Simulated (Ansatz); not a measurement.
CoSn (CoSn type, space group P6/mmm)

```
CELL_PARAMETERS angstrom
      5.29399     0.00000     0.00000
     -2.64700     4.58473     0.00000
      0.00000     0.00000     4.23543
ATOMIC_POSITIONS crystal
  Co 0.50000 0.00000 0.00000
  Co 0.50000 0.50000 0.00000
  Co 0.00000 0.50000 0.00000
  Sn 0.00000 0.00000 0.00000
  Sn 0.33333 0.66667 0.50000
  Sn 0.66667 0.33333 0.50000
```

The slice is a (-1 1 0 0) plane (indices of the conventional cell) through the point (0.000, 0.500, 0.000) (fractional), spanned by u = [001] and v = [110] in vectors of this cell: u (4.24 Å) and v (5.29 Å, at 90° to u). It covers one period; positions are fractions (u, v).

Calculation: PBE (plane waves to 420 eV, PAW, scalar-relativistic; Ansatz, a program for electronic structure). k mesh 10×10×11. Inside the PAW spheres the values are not all-electron values, and peaks at nuclei hang on which shells count as valence. CoSn is run without spin polarisation. CoSn was relaxed with its symmetry unable to fall.

Three fields on this plane, each scaled to ten steps between its own extremes (0 low, 9 high; the total valence density on a logarithmic scale, the potential cut 8 eV below its top; x marks points blanked near nuclei; v = 0 in the bottom row):

Map A
```
|xxxx079878970xxx|
|xxxx376444673xxx|
|xxx1664xxx4661xx|
|002675xxxxx57620|
|656785xxxxx58765|
|002675xxxxx57620|
|xxx1664xxx4661xx|
|xxxx376444673xxx|
|xxxx079878970xxx|
|xxxx069999960xxx|
|xxxx079878970xxx|
|xxxx376444673xxx|
|xxx1664xxx4661xx|
|002675xxxxx57620|
|656785xxxxx58765|
|002675xxxxx57620|
|xxx1664xxx4661xx|
|xxxx376444673xxx|
|xxxx079878970xxx|
|xxxx069999960xxx|
```

Map B
```
|xxxx587656785xxx|
|xxxx663000366xxx|
|xxx6630xxx0366xx|
|568860xxxxx06886|
|999960xxxxx06999|
|568860xxxxx06886|
|xxx6630xxx0366xx|
|xxxx663000366xxx|
|xxxx587656785xxx|
|xxxx488777884xxx|
|xxxx587656785xxx|
|xxxx663000366xxx|
|xxx6630xxx0366xx|
|568860xxxxx06886|
|999960xxxxx06999|
|568860xxxxx06886|
|xxx6630xxx0366xx|
|xxxx663000366xxx|
|xxxx587656785xxx|
|xxxx488777884xxx|
```

Map C
```
|xxxx611111116xxx|
|xxxx534676435xxx|
|xxx6359xxx9536xx|
|763237xxxxx73236|
|321138xxxxx83112|
|763237xxxxx73236|
|xxx6359xxx9536xx|
|xxxx534676435xxx|
|xxxx611111116xxx|
|xxxx710000017xxx|
|xxxx611111116xxx|
|xxxx534676435xxx|
|xxx6359xxx9536xx|
|763237xxxxx73236|
|321138xxxxx83112|
|763237xxxxx73236|
|xxx6359xxx9536xx|
|xxxx534676435xxx|
|xxxx611111116xxx|
|xxxx710000017xxx|
```

Assign the maps to these fields: electron localisation function (ELF); valence electron density; electrostatic potential energy of an electron, from the cell's mean.

A is the electron localisation function (ELF); B is the electrostatic potential energy of an electron, from the cell's mean; C is the valence electron density.
